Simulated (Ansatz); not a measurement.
## Ba$_{2}$Bi$_{3}$: reading a single point

```
Bi Ba
1.0
    -2.43731    4.04094    5.04902
     4.87462    0.00000    0.00000
     2.43731    4.04094   -5.04902
Bi Ba
3 2
Direct
  0.00000 0.00000 0.00000
  0.70320 0.50000 0.70320
  0.29680 0.50000 0.29680
  0.72450 0.22450 0.27550
  0.27550 0.77550 0.72450
```

Method: r2SCAN, no spin polarisation; PAW, plane waves to 500 eV, 8×8×8 Γ-centred mesh, fermi-dirac occupations (width 0.0285 eV) (Ansatz 0.2.0), atoms fixed.

Q: What happens at the Fermi level?

A: It is a metal, with about 2.3 states/eV a cell as the mean within 0.25 eV of the Fermi level, mostly Bi p (83 %).

Q: What is the formation energy?

A: -0.93 eV an atom against the elements' usual phases (free molecules for gases, crystals otherwise, with no correction for O₂ or N₂), so it is bound against them; other compounds may still compete. Relaxing would lower it.

Q: What does the stress say?

A: The pressure is -0.4 GPa (compression positive), so with the atoms held at these fractions the cell is close to zero pressure. The principal stresses -1.2, -0.6, 0.7 GPa differ, so its shape would change too.

Q: Describe some of the short contacts.

A: Bi–Bi at 3.28 Å: least valence density 0.19 e/Å³ and ELF 0.33 there. Bi–Ba at 3.67 Å: least valence density 0.10 e/Å³ and ELF 0.11 there. Both are smooth PAW fields, read partly inside the augmentation spheres.

Origin: a database entry at a rescaled volume.
